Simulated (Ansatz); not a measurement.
The relaxed structure here is a generated cell of BaTe2: the first start was made by placing the elements on the sites of a structure type, and the end was not matched to a known phase here, so it may be hypothetical.

One starting cell of BaTe$_{2}$ (a generated trial cell of BaTe2 in the AFLOW prototype A2B_oP12_62_2c_c (C37, as in Co2Si)) was relaxed twice with Ansatz (plane waves, PAW, scalar-relativistic): with r2SCAN at 500 eV and with PBE at 420 eV. The r2SCAN result:…

```yaml
crystal:
  lattice:
    - [8.34916, 0.00000, 0.00000]
    - [0.00000, 4.56679, 0.00000]
    - [0.00000, 0.00000, 11.72613]
  atoms:
    - { symbol: Te, position: [0.63659, 0.25000, 0.84263] }
    - { symbol: Te, position: [0.13659, 0.25000, 0.65737] }
    - { symbol: Te, position: [0.36341, 0.75000, 0.15737] }
    - { symbol: Te, position: [0.86341, 0.75000, 0.34263] }
    - { symbol: Te, position: [0.10089, 0.25000, 0.04441] }
    - { symbol: Te, position: [0.60089, 0.25000, 0.45559] }
    - { symbol: Te, position: [0.89911, 0.75000, 0.95559] }
    - { symbol: Te, position: [0.39911, 0.75000, 0.54441] }
    - { symbol: Ba, position: [0.68462, 0.25000, 0.14902] }
    - { symbol: Ba, position: [0.18462, 0.25000, 0.35098] }
    - { symbol: Ba, position: [0.31538, 0.75000, 0.85098] }
    - { symbol: Ba, position: [0.81538, 0.75000, 0.64902] }
```

| quantity | r2SCAN | PBE |
|---|---|---|
| space group | Pnma | Pnma |
| volume (Å³/atom) | 37.26 | 37.34 |
| a (Å) | 8.349 | 8.335 |
| b (Å) | 4.567 | 4.574 |
| c (Å) | 11.726 | 11.753 |
| gap (eV, no spin-orbit coupling) | 0.72 | 0.63 |

Both levels end in the same structure; PBE's volume is within 0.5 % of r2SCAN's; its gap is 0.09 eV smaller. Neither column is exact.

No spin polarisation in the result. Spin-orbit coupling is missing; with elements this heavy it can move band edges by tenths of an eV or more.

The run could not lose the symmetry of its start, so the end can be a saddle point.

Ansatz is a first-principles code.
